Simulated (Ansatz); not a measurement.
**CO2: do the settings matter for the field gradients?**

Cell: a COD entry, its atoms then relaxed with PBE in this cell.

```
C O
1.0
     5.62000    0.00000    0.00000
     0.00000    5.62000    0.00000
     0.00000    0.00000    5.62000
C O
4 8
Direct
  0.00000 0.00000 0.00000
  0.50000 0.00000 0.50000
  0.50000 0.50000 0.00000
  0.00000 0.50000 0.50000
  0.12002 0.12002 0.12002
  0.37998 0.87998 0.62002
  0.62002 0.37998 0.87998
  0.87998 0.62002 0.37998
  0.87998 0.87998 0.87998
  0.62002 0.12002 0.37998
  0.37998 0.62002 0.12002
  0.12002 0.37998 0.62002
```

Atoms are numbered from 1 in the order listed; like atoms form one site, named after its first atom.

Reference run. Level of theory: DFT, PBE, plane waves and PAW, scalar-relativistic, 420 eV cutoff, Γ-centred 4×4×4 k-points, Fermi–Dirac smearing 0.02 eV (Ansatz 0.2.0).

**Question.** The input is changed as follows: `crystal.lattice`: [[5.62, 0.0, 0.0], [0.0, 5.62, 0.0], [0.0, 0.0, 5.62]] → [[3.934, 0.0, 0.0], [0.0, 3.934, 0.0], [0.0, 0.0, 3.934]]; `scf.max_iter`: not typed → 75. What happens to V_zz (10²¹ V/m²) and η?

**Answer.** 

| site | atom | V_zz reference | η reference | V_zz changed | η changed |
| --- | --- | --- | --- | --- | --- |
| C | 1 | -2.93 | 0.00 | 2.15 | 0.00 |
| O | 5 | 7.17 | 0.00 | -4.94 | 0.00 |

The largest change of V_zz is on O, from 7.17 to -4.94. V_zz changes sign on O (same axis), C (same axis). At these positions, which the reference run relaxed to, the changed run has forces up to 130.0 eV/Å, so its atoms aren't at their own equilibrium. Its pressure is 875 GPa, against 1 GPa in the reference run. The changed input holds a lattice far too small, so its numbers aren't properties of the crystal.

On the reference run: The database entry as given showed forces above 3 eV/Å or a pressure above 30 GPa, though relaxing it moves no atom far.
